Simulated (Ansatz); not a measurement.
**ZrZn: zone-centre modes**

These are results of DFT LDA, scalar-relativistic, plane waves, PAW in Ansatz, not measurements. Plane waves to 420 eV; Γ-centred k mesh 12×12×12; Fermi-Dirac smearing of 0.15 eV. No spin polarisation. Phonons by linear response, acoustic sum rule imposed.

Relaxed structure:
```
Zr Zn
1.0
     3.26083    0.00000    0.00000
     0.00000    3.26083    0.00000
     0.00000    0.00000    3.26083
Zr Zn
1 1
Direct
  0.50000 0.50000 0.50000
  0.00000 0.00000 0.00000
```

In a metal, frequencies and elastic constants depend on the k mesh and the smearing, soft modes and shear constants most.

Question: Is this structure stable against zone-centre distortions?

Answer: Yes, at Γ: no optical mode is imaginary. Strains and other wave vectors aren't tested by this run.

Question: List the optical modes at Γ (i marks imaginary ones).

Answer:
| frequency (cm⁻¹) | degeneracy |
| --- | --- |
| 183 | 3 |